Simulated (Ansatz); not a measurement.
# KCrClO₃: 35Cl nuclear quadrupole resonance

Cell: a structure deposited in the COD, ions relaxed with PBE at fixed cell.

Space group P2_1/c (No. 14); a = 7.7900, b = 7.5000, c = 7.8000 Å, β = 91.33°.

```
site  Wyckoff  site symmetry       x       y       z
   K       4e              1  0.1834  0.6435  0.1363
  Cr       4e              1  0.2238  0.1253  0.1304
  Cl       4e              1  0.4571  0.2849  0.1436
 O13       4e              1  0.2097  0.0091  0.3034
 O17       4e              1  0.2289  0.9943  0.9671
 O21       4e              1  0.0647  0.2631  0.1141
```

One atom of each set is listed.

All values are calculated (Ansatz; DFT, PBE, plane waves and PAW, scalar-relativistic, 420 eV cutoff, Γ-centred 3×3×3 k-points, Fermi–Dirac smearing 0.02 eV), not measured.

35Cl: I = 3/2, Q = -81.12 mb (year-2017 value). Static lattice, zero field.

Q: At which frequencies do the 35Cl NQR lines lie?

A: For I = 3/2 there is one line, ν = (|C_Q|/2)(1 + η²/3)^½.

```json
{"site": "Cl", "atoms": "4", "V_zz (10²¹ V/m²)": "15.80", "C_Q (MHz)": "-31.0", "η": "0.08", "line frequencies (MHz)": "15.5"}
```

Q: And for 37Cl (I = 3/2, Q = -63.93 mb) on Cl?

A: C_Q scales with Q to -24.4 MHz, with lines at 12.2 MHz.

At Cl V_zz points along its bond to Cr (within 1°).

The database positions were far from equilibrium, so the relaxed structure may not be the compound's real one.
